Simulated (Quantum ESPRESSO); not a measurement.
# Computed records: HfTaTiO5F3 (made-up cell, one site empty)

Calculation on a made-up crystal cell, not a measurement, rerun at a higher cutoff and a denser mesh: periodic Kohn-Sham density functional theory in plane waves with PseudoDojo standard norm-conserving scalar-relativistic pseudopotentials, each functional with its own files (v0.5 for PBE, v0.4.1 for LDA and PBEsol), no spin polarisation, no spin-orbit coupling, atoms not relaxed, stress positive in tension, energies less a fixed whole-eV offset for each atom's element; levels are Kohn-Sham levels at fractions of this cell's reciprocal vectors, counted from the reference band (half the neutral cell's valence electrons, rounded up) at Gamma; error bars give the change to or from the runs named with them, not the error of the files; each bar is the largest change over components, and at least 0.002 eV, 0.002 eV per angstrom or 0.02 GPa; no dispersion term; energies are for the whole cell, and the offsets were chosen from early runs and are not element reference energies; machines and their load varied, so run times do not measure scaling. Program: Quantum ESPRESSO 7.5.

```xyz
11
Lattice="5.0515 0.0804 -0.0201 0.0804 4.9314 -0.0291 -0.0203 -0.0295 4.9664" Properties=species:S:1:pos:R:3 formula=HfTaTiO5F3 lattice_type=fluorite empty_site=3 functional=pbe cutoff=1437 fermi_dirac_smearing=0.025 scf_tolerance=1e-07 electrons_removed=0 run_command=mpirun_-np_4_pw.x_-nk_4_-in_in run_processor=Intel_Xeon,2023_or_later,virtual_cores k_mesh=6_x_7_x_7,shifted_by_half_a_step free_energy_less_offsets=14.56 scf_iterations=19 smearing_term_minus_ts=0 pressure=-5.739 stress_xx=10.66 stress_yy=0.2815 stress_zz=6.272 stress_yz=-4.37 stress_xz=-0.2756 stress_xy=-0.3103 reference_band=44 error_bar_energy=0.002448 error_bar_stress=0.03666 error_bar_force=0.005784 error_bar_next_band_up=0.002 error_bars_from=change_from_the_looser_run_of_this_cell wall_time_of_scf_and_band_steps_on_a_shared_machine=979.2
Hf     0.0010    -0.1614    -0.0198
Ta     0.0268     2.3511     2.4901
Ti     2.5946     2.5800     0.0965
F      1.3758     1.1843     1.2780
O      1.2590     1.2765     3.5813
O      1.2084     3.7146     1.2888
F      1.4153     3.5541     3.6634
O      3.8955     1.3960     1.3095
O      3.7048     1.0502     3.7646
O      3.8406     3.7602     1.2601
F      3.7627     3.6449     3.5717
```

Units: cutoff, fermi_dirac_smearing, scf_tolerance, free_energy_less_offsets, smearing_term_minus_ts, error_bar_energy, error_bar_next_band_up in eV; pressure, stress_xx, stress_yy, stress_zz, stress_yz, stress_xz, stress_xy, error_bar_stress in GPa; error_bar_force in eV/Å; wall_time_of_scf_and_band_steps_on_a_shared_machine in s.

Atoms:
```
atoms element  atom site  atom energy offset (eV)
           Hf          1                    -1535
           Ta          2                    -1770
           Ti          4                    -1614
            F          5                     -677
            O          6                     -452
            O          7                     -452
            F          8                     -677
            O          9                     -452
            O         10                     -452
            O         11                     -452
            F         12                     -677
```

Forces:
```
site  x (eV/Å)  y (eV/Å)  z (eV/Å)
   1    -1.701     3.272    0.7427
   2    -1.033     -3.33    -1.584
   4     2.387    -1.808     2.027
   5  -0.06402    0.7081    -1.667
   6    -2.229    0.5478     1.484
   7    0.4356    -2.846    -0.904
   8   -0.7425     1.746     1.129
   9     1.457    0.4388   -0.6097
  10     1.058     2.583     1.411
  11   -0.8136   -0.3686    -3.199
  12     1.246    -0.943      1.17
```

Levels:
```
level k point  next band up (eV)
        Gamma             0.6237
(1/2,1/2,1/2)             0.6672
   (0.15,0,0)             0.6538
   (0,0.15,0)             0.6455
   (0,0,0.15)             0.6725
```

Notes: the hafnium pseudopotential is less sure than the others, with forces about 3 percent (worst 6) and pressure in oxides about 1.5 GPa (worst 2.7) from a second method in checks, which the error bars do not cover.
